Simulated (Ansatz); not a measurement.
A generator proposed this cell of Ta3As4.

```cif
data_structure
_symmetry_space_group_name_H-M 'Im-3m'
_symmetry_Int_Tables_number 229
_cell_length_a 6.5795
_cell_length_b 6.5795
_cell_length_c 6.5795
_cell_angle_alpha 90.000
_cell_angle_beta 90.000
_cell_angle_gamma 90.000
_cell_volume 284.82
loop_
_atom_site_label
_atom_site_type_symbol
_atom_site_symmetry_multiplicity
_atom_site_Wyckoff_symbol
_atom_site_fract_x
_atom_site_fract_y
_atom_site_fract_z
_atom_site_occupancy
Ta1 Ta 6 b 0.50000 0.00000 0.00000 1
As1 As 8 c 0.25000 0.25000 0.25000 1
```

All numbers below come from DFT PBE, scalar-relativistic, plane waves, PAW in Ansatz. Settings: cutoff 420 eV, Γ-centred mesh 4×4×4 on the computed 7-atom cell, Gaussian smearing of 0.10 eV; no spin polarisation.

The zero of energy is the elements' standard structures at the same level; no fitted shifts are applied.

**Question.** How far from equilibrium is it?

**Answer.** The pressure is -10.8 GPa (it wants to contract), the largest force is 0.00 eV/Å (symmetry fixes the atoms), and the energy is +0.13 eV/atom against the elements. The shortest distance is 2.85 Å.

**Question.** Is it a good guess?

**Answer.** A fair one: relaxing gains under 0.1 eV/atom (the start's value is from the coarse mesh, so the gain is rough) in 9 ionic steps and ends at +0.05 eV/atom on the finer mesh. The symmetry stays Im-3m (No. 229). The volume per atom shrinks by 9.3 %, from 20.3 to 18.5 Å³. The shortest distance goes from 2.85 Å (Ta–As) to 2.76 Å (Ta–As). Conventional cell: a = 6.369 Å. Ta has 8 As at 2.76 Å and 4 Ta at 3.18 Å; As is surrounded by 6 Ta at 2.76 Å and 6 As at 3.18 Å.

The last run used an 8×8×8 mesh for its 7-atom cell and Gaussian smearing of 0.10 eV. These runs have no spin–orbit coupling, which can matter for Ta. The cell is a metal run without spin; a magnetic state may lie lower. The reference form of As is held partly by dispersion forces, which this level lacks. The relaxation can't lower the symmetry of the start, and the grade says only how near the guess is to its own end. Symmetry constrained the relaxation, so the result can be a saddle point.
